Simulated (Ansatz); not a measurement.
Mo₃Os:
```yaml
crystal:
  lattice:
    - [3.95918, 0.00000, 0.00000]
    - [0.00000, 3.95918, 0.00000]
    - [0.00000, 0.00000, 3.95918]
  atoms:
    - { symbol: Mo, position: [0.00000, 0.50000, 0.50000] }
    - { symbol: Mo, position: [0.50000, 0.50000, 0.00000] }
    - { symbol: Mo, position: [0.50000, 0.00000, 0.50000] }
    - { symbol: Os, position: [0.00000, 0.00000, 0.00000] }
```

Relaxed with PBE. Special points in fractions of this cell's reciprocal vectors: Γ (0.000, 0.000, 0.000); X (0.000, 0.500, 0.000); M (0.500, 0.500, 0.000); R (0.500, 0.500, 0.500).

Task: List the band energies nearest the Fermi level at these points for the program Ansatz at the PBE level (PAW).

Result: In eV from the Fermi level; about four levels below and three above (degenerate sets whole), none deeper than 8.9 eV; points with the same levels are listed once.

```json
[
 {"k": "Γ", "below": "-4.87 -4.87 -4.87 -1.22 -1.22 -1.22", "above": "1.45 1.45 3.57 3.57"},
 {"k": "X", "below": "-2.14 -2.14 -1.11 -0.06", "above": "0.58 0.58 0.80"},
 {"k": "M", "below": "-1.96 -1.96 -1.93 -0.86", "above": "0.48 0.48 0.50"},
 {"k": "R", "below": "-1.43 -1.43 -1.43 -1.04 -1.04 -1.04", "above": "1.07 1.07 1.07"}
]
```

Space group Pm-3m (Cu3Au type). The cell is a constructed one: a structure type filled with these elements; neither database checked (COD, Materials Project) lists it. COD files the formula under space group No. 223, so this cell is another polymorph or a model. Its standing as an ambient phase is unchecked. The PBE relaxation kept the symmetry of its start; its stability against distortions is not shown here. The run is not spin-polarised. Scalar-relativistic: spin–orbit coupling is off unless named, which matters more the heavier the elements.

Potentials: the earlier of the program's two PAW sets.
